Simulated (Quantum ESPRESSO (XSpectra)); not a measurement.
Quantum ESPRESSO (XSpectra) run for X-ray absorption at the N K edge of Si₃N₄ (P6₃/m). Geometry: Materials Project entry mp-988 (a computed structure). The cell is the entry's, not relaxed again. The ground-state test found a gap, so occupations are fixed and the excited electron is left out (charged cell on a uniform background); energies count from the highest occupied level. pw.x input:

```
&CONTROL
  calculation = 'scf'
  prefix = 'x'
  pseudo_dir = './pseudo'
  outdir = './out'
/
&SYSTEM
  ibrav = 0
  nat = 42
  ntyp = 3
  ecutwfc = 65
  tot_charge = 1
  occupations = 'fixed'
/
&ELECTRONS
  conv_thr = 4.2e-07
  mixing_beta = 0.4
/
ATOMIC_SPECIES
Nh 14.007 N.lda-tm-gipaw-star1s.UPF
Si 28.085 Si.lda-tm-gipaw.UPF
N 14.007 N.lda-tm-gipaw.UPF
CELL_PARAMETERS angstrom
  -3.802270038   -6.585724890    0.000000000
  -7.604540076    0.000000000    0.000000000
   0.000000000    0.000000000   -8.715600000
ATOMIC_POSITIONS crystal
Si     0.175050000    0.593870000    0.416666667
Si     0.175050000    0.593870000    0.083333333
Si     0.175050000    0.593870000    0.750000000
Si     0.824950000    0.406130000    0.583333333
Si     0.824950000    0.406130000    0.250000000
Si     0.824950000    0.406130000    0.916666667
Si     0.768920000    0.824950000    0.583333333
Si     0.768920000    0.824950000    0.250000000
Si     0.768920000    0.824950000    0.916666667
Si     0.231080000    0.175050000    0.416666667
Si     0.231080000    0.175050000    0.083333333
Si     0.231080000    0.175050000    0.750000000
Si     0.593870000    0.231080000    0.416666667
Si     0.593870000    0.231080000    0.083333333
Si     0.593870000    0.231080000    0.750000000
Si     0.406130000    0.768920000    0.583333333
Si     0.406130000    0.768920000    0.250000000
Si     0.406130000    0.768920000    0.916666667
Nh     0.333333330    0.333333340    0.416666667
N      0.333333330    0.333333340    0.083333333
N      0.333333330    0.333333340    0.750000000
N      0.666666670    0.666666660    0.583333333
N      0.666666670    0.666666660    0.250000000
N      0.666666670    0.666666660    0.916666667
N      0.330150000    0.700660000    0.416666667
N      0.330150000    0.700660000    0.083333333
N      0.330150000    0.700660000    0.750000000
N      0.669850000    0.299340000    0.583333333
N      0.669850000    0.299340000    0.250000000
N      0.669850000    0.299340000    0.916666667
N      0.030810000    0.669850000    0.583333333
N      0.030810000    0.669850000    0.250000000
N      0.030810000    0.669850000    0.916666667
N      0.969190000    0.330150000    0.416666667
N      0.969190000    0.330150000    0.083333333
N      0.969190000    0.330150000    0.750000000
N      0.700660000    0.969190000    0.416666667
N      0.700660000    0.969190000    0.083333333
N      0.700660000    0.969190000    0.750000000
N      0.299340000    0.030810000    0.583333333
N      0.299340000    0.030810000    0.250000000
N      0.299340000    0.030810000    0.916666667
K_POINTS automatic
2 2 2 0 0 0
```

xspectra.x input:

```
&input_xspectra
  calculation = 'xanes_dipole'
  edge = 'K'
  prefix = 'x'
  outdir = './out'
  xonly_plot = .false.
  xiabs = 1
  xcoordcrys = .false.
  xepsilon(1) = 1.0
  xepsilon(2) = 0.0
  xepsilon(3) = 0.0
  xniter = 1500
  xcheck_conv = 50
  xerror = 0.002
  x_save_file = 'x0.sav'
/
&plot
  xnepoint = 451
  xemin = -5.0
  xemax = 40.0
  xgamma = 0.5
  terminator = .true.
  cut_occ_states = .true.
/
&pseudos
  filecore = 'core.wfc'
/
&cut_occ
  cut_desmooth = 0.1
  cut_stepl = 0.01
  cut_ierror = 1e-6
/
3 3 3 1 1 1
```

End of the pw.x output:

```

   -12.0683  -9.2389  -9.1054  -8.9111  -8.8547  -8.5737  -8.2376  -7.8535
    -7.8489  -7.3431  -7.2511  -7.0602  -6.9178  -6.8194  -6.8105  -6.7532
    -6.7089  -6.5474  -6.4200  -6.2255  -6.1392  -6.0855  -6.0667  -5.9425
    -2.7114  -2.5335  -1.2236  -1.1873  -1.0236  -0.9561  -0.5400  -0.4470
    -0.3444  -0.2495  -0.0752   0.1449   0.3462   0.6778   0.7961   1.3610
     1.4066   1.6526   1.9011   1.9769   1.9911   2.0753   2.1114   2.3270
     2.3762   2.4277   2.5316   2.5510   2.6276   2.8703   2.8801   2.8869
     3.1244   3.2038   3.2514   3.2883   3.4664   3.4914   3.4924   3.7617
     3.8306   3.8632   3.9445   4.1317   4.1407   4.3410   4.4759   4.5042
     4.6064   4.8455   5.1429   5.1485   5.3314   5.5387   5.6272   5.8711
     5.9637   6.1282   6.1715   6.2159   6.5189   6.5837   6.6009   6.6571
     6.8343   6.8666   7.0113   7.0178   7.1296   7.2165   7.5399   7.5970

     highest occupied level (ev):     8.0764

!    total energy              =    -730.67571307 Ry
     estimated scf accuracy    <       0.00000027 Ry

     The total energy is the sum of the following terms:
     one-electron contribution =     -89.07140018 Ry
     hartree contribution      =     162.65745818 Ry
     xc contribution           =    -268.17940399 Ry
     ewald contribution        =    -536.08236708 Ry

     convergence has been achieved in  10 iterations

     XML data file, charge density, pseudopotentials, collected wavefunctions
```

xspectra.x output, shortened:

```
... Begin STEP 1 ...

        Radial transition matrix element(s) used in the calculation of the
        initial vector of the Lanczos basis (|tilde{phi}_abs> normalized)
        | For PAW proj. (l=1) #1: radial matrix element =   0.169731835
        | For PAW proj. (l=1) #2: radial matrix element =   0.216008163

NB: the     7 k-point are not all listed below because npool=  4
        |-------------------------------------------------------------
        ! k-point #     1:  (-0.1667, -0.0962, -0.1454),  0.0741,   1
        |-------------------------------------------------------------
 okvan= F
        |   Norm of the initial Lanczos vector: 0.12192732E+00
        !   => CONVERGED at iter    600 with error=  0.00188207
        |-------------------------------------------------------------
        ! k-point #     2:  (-0.1667, -0.0962, -0.4363),  0.0741,   1
        |-------------------------------------------------------------
 okvan= F
        |   Norm of the initial Lanczos vector: 0.12192728E+00
        !   => CONVERGED at iter    650 with error=  0.00160277
        |-------------------------------------------------------------
        ! k-point #     3:  (-0.1667, -0.0962, -0.7271),  0.0741,   1
        |-------------------------------------------------------------
 okvan= F
        |   Norm of the initial Lanczos vector: 0.12192732E+00
        !   => CONVERGED at iter    600 with error=  0.00185666
        |-------------------------------------------------------------

        ...
... Begin STEP 2 ...

     The spectrum is calculated using the following parameters:
        energy-zero of the spectrum [eV]:    8.0764
        the occupied states are elimintate from the spectrum
        xemin [eV]:  -5.00
        xemax [eV]:  40.00
        xnepoint:  451
        constant broadening parameter [eV]:    0.500
        Core level energy [eV]:  -409.9
         (from electron binding energy of neutral atoms in X-ray data booklet)

     Cross-section successfully written in xanes.dat

     ... End STEP 2 ...

     xanes        :    125.62s CPU    126.24s WALL (       1 calls)

     -------------------------------------------------------------------------
                                END JOB XSpectra
     -------------------------------------------------------------------------
```

xanes.dat for the field along x, every fifth line (energy in eV, cross section):

```
   -5.000   7.9080e-04
   -4.500   8.5190e-04
   -4.000   9.2120e-04
   -3.500   1.0000e-03
   -3.000   1.0910e-03
   -2.500   1.1950e-03
   -2.000   1.3180e-03
   -1.500   1.4620e-03
   -1.000   1.6340e-03
   -0.500   1.8420e-03
    0.000   2.0960e-03
    0.500   2.4170e-03
    1.000   2.8270e-03
    1.500   3.3680e-03
    2.000   4.1090e-03
    2.500   5.1760e-03
    3.000   6.8270e-03
    3.500   9.6800e-03
    4.000   1.5540e-02
    4.500   2.8630e-02
    5.000   4.8040e-02
    5.500   6.8040e-02
    6.000   9.8920e-02
    6.500   1.1600e-01
    7.000   1.0110e-01
    7.500   8.4450e-02
    8.000   8.3480e-02
    8.500   9.5890e-02
    9.000   9.1550e-02
    9.500   8.3940e-02
   10.000   7.2450e-02
   10.500   5.9380e-02
   11.000   4.8810e-02
   11.500   3.8320e-02
   12.000   3.2490e-02
   12.500   2.4530e-02
   13.000   2.0260e-02
   13.500   1.9430e-02
   14.000   2.1950e-02
   14.500   2.5030e-02
   15.000   2.6960e-02
   15.500   2.5350e-02
   16.000   2.4100e-02
   16.500   2.2530e-02
   17.000   2.4710e-02
   17.500   2.8120e-02
   18.000   3.0460e-02
   18.500   2.9590e-02
   19.000   3.2600e-02
   19.500   3.3060e-02
   20.000   2.9330e-02
   20.500   2.8240e-02
   21.000   2.9000e-02
   21.500   3.1380e-02
   22.000   3.5520e-02
   22.500   3.9340e-02
   23.000   4.7590e-02
   23.500   4.7990e-02
   24.000   4.5370e-02
   24.500   4.0750e-02
   25.000   3.6110e-02
   25.500   3.3020e-02
   26.000   3.1040e-02
   26.500   2.7810e-02
   27.000   2.6730e-02
   27.500   2.8250e-02
   28.000   2.8760e-02
   28.500   2.9200e-02
   29.000   3.0710e-02
   29.500   3.1900e-02
   30.000   3.0970e-02
   30.500   3.1560e-02
   31.000   3.0830e-02
   31.500   3.0990e-02
   32.000   3.5370e-02
   32.500   3.5200e-02
   33.000   3.5380e-02
   33.500   3.3070e-02
   34.000   2.8660e-02
   34.500   2.6360e-02
   35.000   2.5660e-02
   35.500   2.5100e-02
   36.000   2.4330e-02
   36.500   2.0170e-02
   37.000   1.8200e-02
   37.500   1.7360e-02
   38.000   1.6920e-02
   38.500   1.7490e-02
   39.000   1.7720e-02
   39.500   1.8490e-02
   40.000   1.8390e-02
```
